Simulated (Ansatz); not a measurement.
HfTiO$_{4}$ in space group Pbcn (No. 60; Hf on 4c, Ti on 4c, O on 8d, O on 8d), PBE (plane waves, PAW; program Ansatz). The conduction-band minimum lies at Γ, with 1 equivalent valley. Second derivatives d²E/dk² of the lowest band at one valley (eV·Å²), along Cartesian directions:

```json
[
 {"direction": "[100]", "d²E/dk²": "3.519"},
 {"direction": "[010]", "d²E/dk²": "5.519"},
 {"direction": "[001]", "d²E/dk²": "3.835"},
 {"direction": "[110]", "d²E/dk²": "4.519"},
 {"direction": "[101]", "d²E/dk²": "3.673"},
 {"direction": "[011]", "d²E/dk²": "4.679"}
]
```

Problem. Find the principal effective masses, the density-of-states mass and the conductivity mass.

Solution. Off-diagonal terms follow from H_xy = H[110] − (H_xx + H_yy)/2, and m*/mₑ = 7.620 eV·Å² over each eigenvalue: 1.4, 2.0, 2.2. One valley's DOS mass (m₁m₂m₃)^(1/3) = 1.8, conductivity mass 3/(Σ 1/mᵢ) = 1.8 mₑ.

Problem. What effective density of states Nc follows at 300 K for parabolic valleys?

Solution. Nc = 2.509e19 × 1 × (1.8)^(3/2) ≈ 6.1e19 cm⁻³.

The start of the workflow was typed in or built on a structure type; neither database checked (COD, Materials Project) lists it. Whether it is the stable phase at ambient conditions was not checked. The PBE relaxation kept the symmetry of its start; whether a distortion lowers the energy is not shown. The workflow began spin-polarised and lost its moments. Scalar-relativistic: spin–orbit coupling is off unless named, which matters more the heavier the elements.

Potentials: the later of the program's two PAW sets.

Edges and masses are those of Kohn–Sham bands, whose gap is no quasiparticle gap.
